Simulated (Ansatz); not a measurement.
Input file for Ansatz (a first-principles code):

Ansatz 0.2 input:
```yaml
crystal:
  lattice:
    - [2.2466998219, 1.297132747, 3.8333319816]
    - [-2.2466998219, 1.297132747, 3.8333319816]
    - [0.0, -2.5942654939, 3.8333319816]
  atoms:
    - { symbol: Bi, position: [0.2371731497, 0.2371731497, 0.2371731497] }
    - { symbol: Bi, position: [0.7628268503, 0.7628268503, 0.7628268503] }
kpoints:
  mp_grid: { grid: [11, 11, 11] }
hamiltonian:
  xc: lda
  pseudopotentials: { azcp: { folder: ./paw }, kind: paw }
scf:
  occupations: { method: fermi_dirac, width: 0.1 }
phonons:
  method: dfpt
  response_accuracy: low
  eigenvectors: true
  rigid_motions: translations
```

Output (shortened):

```
Pseudopotential: Bi, paw, valence charge 15
Functional definition: SPW92
Crystal: 2 atoms, lattice volume = 67.028 Å³
Basis set: ecut = 420 eV, 1291 PW (Γ), exchange–correlation on 64×64×64 points (8 copies of the dense FFT grid, shifted against one another)
Bands: 19, of which v1, the nominal top of the filled ones, is band 15 counted from 1 (14 counted from 0)
Symmetry: 12 space group operations
k-points: 366 of 1331 (irreducible under 2 space group operations, time reversal used)
SCF iter   1: F=—  HF=-24175.716189 eV  |F-HF|=—  |Δ(HF+E_count)|=         —  Δρ=1.15e-2  dr2=7.68e-2  ethr=3.10e-3  ⟨swp⟩=6.0  Hψ=35085  notcnv=0
preconditioner: auto → Kerker (q_TF=auto, 2.386 Å⁻¹)
SCF iter   2: F=—  HF=-24175.700056 eV  |F-HF|=—  |Δ(HF+E_count)|=   1.61e-2  Δρ=7.23e-3  dr2=3.24e-2  ethr=2.56e-4  ⟨swp⟩=1.0  Hψ=9882  notcnv=0
SCF iter   3: F=—  HF=-24175.692921 eV  |F-HF|=—  |Δ(HF+E_count)|=   7.13e-3  Δρ=1.03e-3  dr2=1.19e-3  ethr=1.08e-4  ⟨swp⟩=2.0  Hψ=12459  notcnv=0
SCF iter   4: F=—  HF=-24175.692753 eV  |F-HF|=—  |Δ(HF+E_count)|=   1.68e-4  Δρ=3.37e-4  dr2=1.21e-4  ethr=3.96e-6  ⟨swp⟩=3.0  Hψ=12552  notcnv=0
SCF iter   5: F=—  HF=-24175.692753 eV  |F-HF|=—  |Δ(HF+E_count)|=   7.29e-7  Δρ=1.55e-4  dr2=1.95e-5  ethr=4.04e-7  ⟨swp⟩=2.0  Hψ=12042  notcnv=0
SCF iter   6: F=—  HF=-24175.692742 eV  |F-HF|=—  |Δ(HF+E_count)|=   1.06e-5  Δρ=2.07e-5  dr2=4.12e-7  ethr=6.51e-8  ⟨swp⟩=2.0  Hψ=12446  notcnv=0
SCF iter   7: F=—  HF=-24175.692744 eV  |F-HF|=—  |Δ(HF+E_count)|=   2.04e-6  Δρ=4.89e-6  dr2=2.65e-8  ethr=1.37e-9  ⟨swp⟩=2.4  Hψ=10875  notcnv=0
SCF iter   8: F=—  HF=-24175.692744 eV  |F-HF|=—  |Δ(HF+E_count)|=   3.49e-9  Δρ=1.50e-6  dr2=2.20e-9  ethr=8.82e-11  ⟨swp⟩=2.5  Hψ=12713  notcnv=0
SCF iter  10: F=-24175.692744 eV  HF=-24175.692744 eV  |F-HF|=1.09e-11  |Δ(HF+E_count)|=  7.28e-12  Δρ=6.93e-8  dr2=6.01e-12  ethr=1.00e-12  ⟨swp⟩=5.5  Hψ=27204  notcnv=0
SCF 1 converged in 10 iterations: F = -24175.692744 eV  dr2 = 6.01e-12
DFPT response loops at Γ: preconditioner auto → Kerker (q_TF=auto, 2.386 Å⁻¹) (partly filled bands, converged f_vac=0.000) …
SCF converged after 10 iterations
Free energy (F): -24175.692744 eV
Harris-Foulkes:  -24175.692744 eV  (|F-HF|=1.09e-11)
Internal energy: -24175.681096 eV  (E = F + TS)
E sigma→0 (E₀):  -24175.686920 eV
Entropy (-TS):   -0.011649 eV (-5.824 meV/atom)
Fermi energy:    10.159552 eV
--- Per-component energies (eV) ---
  E_band       = -205.696485
  E_kinetic    = 511.268826
  E_local      = -2643.914359  (includes V_loc(G=0)·N_el)
  E_nonlocal   = 825.193815
  E_hartree    = 980.809392
  E_xc         = -301.837769
  E_vxc        = -263.602520  (∫ρ·V_xc dr)
  E_paw        = -20705.230205  (= ΣΔE_a)
  E_vpaw       = -596.261464  (= ΣTr[D̂ρ^β])
  E_aug_tail   = 0.000447  (compensation charges beyond the density's cutoff)
  E_ewald      = -2841.961600
  E_core_change = -0.009642  (= ΣΔE_core)
  E_smearing   = -0.011649  (= −TS)
  E_closure    = 0.000000  (closes the sum)
  Σ components = -24175.692744   (vs F -24175.692744, Δ=0.00e0)
  [band-id]    e_kinetic+e_local+e_nonlocal+2·e_hartree+e_vxc+e_vpaw+e_augmentation_tail = -205.696472   (vs E_band -205.696485, Δ=1.29e-5)
--- Band table (eV; the first three rows and the last of 366) ---
  k-point 0: bands = ["-12.7732", "-12.7732", "-12.6003", "-12.6003", "-12.5883", "-12.3896", "-12.3815", "-12.3815", "-12.2455", "-12.2455", "-3.2966", "2.7115", "8.5796", "8.8150", "8.8150", "12.9164", "13.2124", "13.2124", "15.6934"]
  k-point 1: bands = ["-12.7653", "-12.7642", "-12.5968", "-12.5952", "-12.5836", "-12.3939", "-12.3858", "-12.3848", "-12.2555", "-12.2540", "-3.2152", "2.5050", "8.6205", "8.8210", "8.8453", "12.7054", "12.8265", "12.9780", "15.3351"]
  k-point 2: bands = ["-12.7428", "-12.7379", "-12.5873", "-12.5804", "-12.5697", "-12.4075", "-12.3984", "-12.3935", "-12.2842", "-12.2782", "-2.9729", "1.9507", "8.6974", "8.8462", "8.9493", "11.9288", "12.3049", "12.4196", "15.1559"]
  k-point 365: bands = ["-12.6490", "-12.6459", "-12.5490", "-12.5462", "-12.5303", "-12.4434", "-12.4249", "-12.4238", "-12.3856", "-12.3844", "-1.7431", "-0.1539", "8.0786", "9.1835", "9.4966", "10.6824", "11.0577", "12.1532", "17.1488"]
--- Phonons (Γ-DFPT): 2 representative perturbations + reference, on 366 of 1331 k-points (Σ response iterations 4) ---
  ASR residual: 3.500e-4 → 0.000e0 eV/Å²; symmetrization residual: 9.538e-5 eV/Å²
  ASR residual per site (eV/Å²): 3.50e-4 3.50e-4
  Γ frequencies (cm⁻¹): 0.00 0.00 0.00 64.64 64.64 95.98
  non-analytic LO–TO correction: not included (Born effective charges unavailable; polar crystals: no LO–TO splitting at Γ)
```

Cost: roughly 50 core-seconds on shared cores.

Space group R-3m (A7 (α-As type)). Symmetry was held in the LDA relaxation; of distortions, only those at the zone centre were tested. As this level gives no gap, phonon frequencies hold no LO–TO term and depend on the k-mesh and smearing (Fermi–Dirac, 0.1 eV here). Spin–orbit coupling is left out wherever it is not named.

Potentials: the earlier of the program's two PAW sets.

Ansatz is a plane-wave DFT program.
